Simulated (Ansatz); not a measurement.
Method: DFT PBE, scalar-relativistic, plane waves, PAW in Ansatz. All cells share a 420 eV cutoff and Γ-centred k meshes spaced at most about 0.3 Å⁻¹ (about 0.25 or finer for metals, 2π included). No spin polarisation in the final relaxations.

These are static total energies at zero pressure.

Compare these two cells of Ta4W, each relaxed at this level.

A.

```yaml
crystal:
  lattice:
    - [2.32306, 1.34122, 4.75455]
    - [-2.32306, 1.34122, 4.75455]
    - [0.00000, -2.68244, 4.75455]
  atoms:
    - { symbol: Ta, position: [0.89751, 0.89751, 0.89751] }
    - { symbol: Ta, position: [0.10249, 0.10249, 0.10249] }
    - { symbol: Ta, position: [0.69561, 0.69561, 0.69561] }
    - { symbol: Ta, position: [0.30439, 0.30439, 0.30439] }
    - { symbol: W, position: [0.50000, 0.50000, 0.50000] }
```

B.

```yaml
crystal:
  lattice:
    - [-3.09171, 3.09171, 2.37396]
    - [3.09171, -3.09171, 2.37396]
    - [3.09171, 3.09171, -2.37396]
  atoms:
    - { symbol: Ta, position: [0.88823, 0.69715, 0.58537] }
    - { symbol: Ta, position: [0.11177, 0.30285, 0.41463] }
    - { symbol: Ta, position: [0.69715, 0.11177, 0.80892] }
    - { symbol: Ta, position: [0.30285, 0.88823, 0.19108] }
    - { symbol: W, position: [0.50000, 0.50000, 0.00000] }
```

**Question.** Which would you expect to be lower, and how large is the difference?

**Answer.** A is lower, by 214 meV/atom. A has Ta and W ordered on bcc sites, space group R-3m (No. 166), 17.8 Å³/atom and no gap on its mesh; B has space group I4/m (No. 87), 18.2 Å³/atom and no gap. Counting all near atoms (those within 1.25 times the shortest distance at each site; a plus sign parts nearer from farther groups), A has Ta 8+6, W 8+6 and B has Ta 12, W 4+8. Both come from invented guesses.

Spin–orbit coupling, which can matter for Ta and W, is left out. Cells relaxed within their symmetry can be saddle points.
